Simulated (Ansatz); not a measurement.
CaZrN2:
```yaml
crystal:
  lattice:
    - [6.55939, 0.00000, 0.00000]
    - [0.00000, 7.95598, 0.00000]
    - [0.00000, 0.00000, 4.92768]
  atoms:
    - { symbol: Ca, position: [0.08039, 0.61992, 0.95182] }
    - { symbol: Ca, position: [0.91961, 0.38008, 0.45182] }
    - { symbol: Ca, position: [0.58039, 0.88008, 0.95182] }
    - { symbol: Ca, position: [0.41961, 0.11992, 0.45182] }
    - { symbol: Zr, position: [0.07143, 0.12727, 0.97184] }
    - { symbol: Zr, position: [0.92857, 0.87273, 0.47184] }
    - { symbol: Zr, position: [0.57143, 0.37273, 0.97184] }
    - { symbol: Zr, position: [0.42857, 0.62727, 0.47184] }
    - { symbol: N, position: [0.06308, 0.10661, 0.39968] }
    - { symbol: N, position: [0.93692, 0.89339, 0.89968] }
    - { symbol: N, position: [0.56308, 0.39339, 0.39968] }
    - { symbol: N, position: [0.43692, 0.60661, 0.89968] }
    - { symbol: N, position: [0.10643, 0.65140, 0.43666] }
    - { symbol: N, position: [0.89357, 0.34860, 0.93666] }
    - { symbol: N, position: [0.60643, 0.84860, 0.43666] }
    - { symbol: N, position: [0.39357, 0.15140, 0.93666] }
```

Relaxed with PBE. Special points in fractions of this cell's reciprocal vectors: Γ (0.000, 0.000, 0.000); X (0.500, 0.000, 0.000); S (0.500, 0.500, 0.000); Y (0.000, 0.500, 0.000); Z (0.000, 0.000, 0.500); U (0.500, 0.000, 0.500); R (0.500, 0.500, 0.500); T (0.000, 0.500, 0.500).

Q: List the band energies nearest the valence-band maximum at these points for PBE in the plane-wave PAW code Ansatz.

A: In eV from the valence-band maximum; about four levels below and three above (degenerate sets whole), none deeper than 8.9 eV; points with the same levels are listed once.

```
k                    below                above
-  -----------------------  -------------------
Γ  -0.34 -0.26 -0.24 -0.01  2.45 2.75 2.77 2.77
X  -0.31 -0.31 -0.14 -0.14  2.99 2.99 3.10 3.10
S  -0.37 -0.37 -0.04 -0.04  2.78 2.78 3.14 3.14
Y  -0.29 -0.29 -0.02 -0.02  2.48 2.48 2.95 2.95
Z  -0.62 -0.62 -0.58 -0.58  3.46 3.46 3.46 3.46
U  -0.53 -0.53 -0.53 -0.53  4.00 4.00 4.00 4.00
R  -0.55 -0.55 -0.50 -0.50  3.75 3.75 4.06 4.06
T  -0.70 -0.70 -0.46 -0.46  3.19 3.19 3.40 3.40
```

Space group Pna2_1. The start of the workflow was typed in or built on a structure type; neither database checked (COD, Materials Project) lists it. Whether it is the stable phase at ambient conditions was not checked. The cell was relaxed with PBE under the symmetry of its start; its stability against distortions is not shown here. No spin polarisation was allowed. Scalar-relativistic: spin–orbit coupling is off unless named, which matters more the heavier the elements.

Potentials: the earlier of the program's two PAW sets.
